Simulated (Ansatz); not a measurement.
A plane-wave DFT run in Ansatz 0.2.0 (scalar-relativistic PAW potentials unless the input names others): input and command.

```yaml
crystal:
  lattice:
    - [-2.6203668213, 2.6203668213, 4.7914432318]
    - [2.6203668213, -2.6203668213, 4.7914432318]
    - [2.6203668213, 2.6203668213, -4.7914432318]
  atoms:
    - { symbol: Ta, position: [0.1966381826, 0.1966381826, 0.0] }
    - { symbol: Ta, position: [0.8033618174, 0.8033618174, 0.0] }
    - { symbol: O, position: [0.0, 0.0, 0.0] }
    - { symbol: O, position: [0.4953868271, -0.0143047728, 0.0] }
    - { symbol: O, position: [-0.0143047728, 0.4953868271, 0.0] }
    - { symbol: O, position: [0.0143047728, 0.0143047728, 0.5096916] }
    - { symbol: O, position: [0.5046131729, 0.5046131729, 0.4903084] }
basis:
  ecutwfc: 420
kpoints:
  mp_grid: { grid: [8, 8, 8] }
hamiltonian:
  xc: pbesol
  hubbard: { sites: [{ species: Ta, l: f, u_eff: 30.0 }] }
scf:
  occupations: { method: gaussian, width: 0.05 }
  max_iter: 80
output:
  forces: true
  eigenvalues: true
  stress: true
```

```bash
ansatz run input.yaml --threads 2 --pin off --max-ram 5120MiB --backend cpu --events-out ev --progress --plain --runs-dir out
```

Problem. What will the program do with this input?

Solution. The program refuses it, because of a U on a shell that isn't there (hamiltonian.hubbard: not typed → {"sites": [{"species": "Ta", "l": "f", "u_eff": 30.0}]}). Without that key it is accepted.

Abridged log:
```
Error: inconsistent input (hamiltonian.hubbard.sites[].l, hamiltonian.hubbard.sites[].shell): hamiltonian.hubbard: the Ta pseudopotential carries no l=3 pseudo-atomic shell — pick an l its table provides
```